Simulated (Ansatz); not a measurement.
MgTe:
```xyz
4
Lattice="4.5610 0.0000 0.0000 -2.2805 3.9500 0.0000 0.0000 0.0000 7.4113" Properties=species:S:1:pos:R:3 pbc="T T T"
Mg     2.2805     1.3167     0.0075
Mg     0.0000     2.6333     3.7132
Te     2.2805     1.3167     4.6260
Te     0.0000     2.6333     0.9204
```

Relaxed with PBEsol. Independent-particle spectrum: no excitons, no local fields, no scissors shift; 0.1 eV broadening; ε₁ of the summed bands alone.

Tabulate the dielectric function from the program Ansatz at the PBEsol level (PAW).



| E (eV) | ε₁ xx | ε₂ xx | ε₁ zz | ε₂ zz |
|---|---|---|---|---|
| 0.0 | 6.11 | 0.00 | 6.22 | 0.00 |
| 0.4 | 6.14 | 0.00 | 6.26 | 0.00 |
| 0.8 | 6.25 | 0.00 | 6.38 | 0.00 |
| 1.2 | 6.46 | 0.00 | 6.59 | 0.00 |
| 1.6 | 6.77 | 0.00 | 6.92 | 0.00 |
| 2.0 | 7.28 | 0.00 | 7.46 | 0.00 |
| 2.4 | 8.29 | 0.14 | 8.57 | 0.20 |
| 2.8 | 9.04 | 0.83 | 9.30 | 0.93 |
| 3.2 | 10.43 | 1.19 | 10.70 | 1.33 |
| 3.6 | 14.23 | 3.90 | 15.67 | 2.71 |
| 4.0 | 13.88 | 8.87 | 12.88 | 12.81 |
| 4.4 | 8.48 | 19.57 | 2.78 | 17.78 |
| 4.8 | -1.17 | 10.96 | 1.85 | 10.06 |
| 5.2 | 1.48 | 11.06 | 1.38 | 12.67 |
| 5.6 | -0.82 | 9.71 | -1.53 | 8.48 |
| 6.0 | -2.28 | 8.13 | -2.55 | 9.44 |
| 6.4 | -2.35 | 7.56 | -3.40 | 6.79 |
| 6.8 | -4.16 | 5.34 | -4.09 | 5.04 |
| 7.2 | -3.33 | 3.86 | -3.08 | 3.79 |
| 7.6 | -2.78 | 3.26 | -2.59 | 3.11 |
| 8.0 | -2.75 | 2.33 | -2.89 | 2.42 |
| 8.4 | -2.41 | 1.85 | -2.40 | 1.66 |
| 8.8 | -1.98 | 1.46 | -1.86 | 1.39 |
| 9.2 | -1.69 | 1.18 | -1.50 | 1.14 |
| 9.6 | -1.43 | 0.97 | -1.28 | 0.91 |
| 10.0 | -1.19 | 0.77 | -1.15 | 0.79 |
| 10.4 | -0.96 | 0.64 | -0.89 | 0.74 |
| 10.8 | -0.74 | 0.50 | -0.71 | 0.58 |
| 11.2 | -0.55 | 0.47 | -0.61 | 0.55 |
| 11.6 | -0.38 | 0.39 | -0.42 | 0.45 |
| 12.0 | -0.19 | 0.46 | -0.31 | 0.46 |

From ε at 3.8 eV (xx: 13.46 + 7.19i), find n, k, the normal reflectivity and the absorption coefficient.

n = 3.79, k = 0.949, R = 36 %, α = 2kE/ħc = 370000 cm⁻¹.

With all bands, ε∞ without local fields is 6.18 (xx = yy), 6.29 (zz). DFPT, with local fields, gives 5.55 (xx = yy), 5.69 (zz).

Space group P6_3mc (wurtzite). The cell was relaxed with PBEsol under the symmetry of its start. Spin–orbit coupling is left out wherever it is not named.

Potentials: the later of the program's two PAW sets.
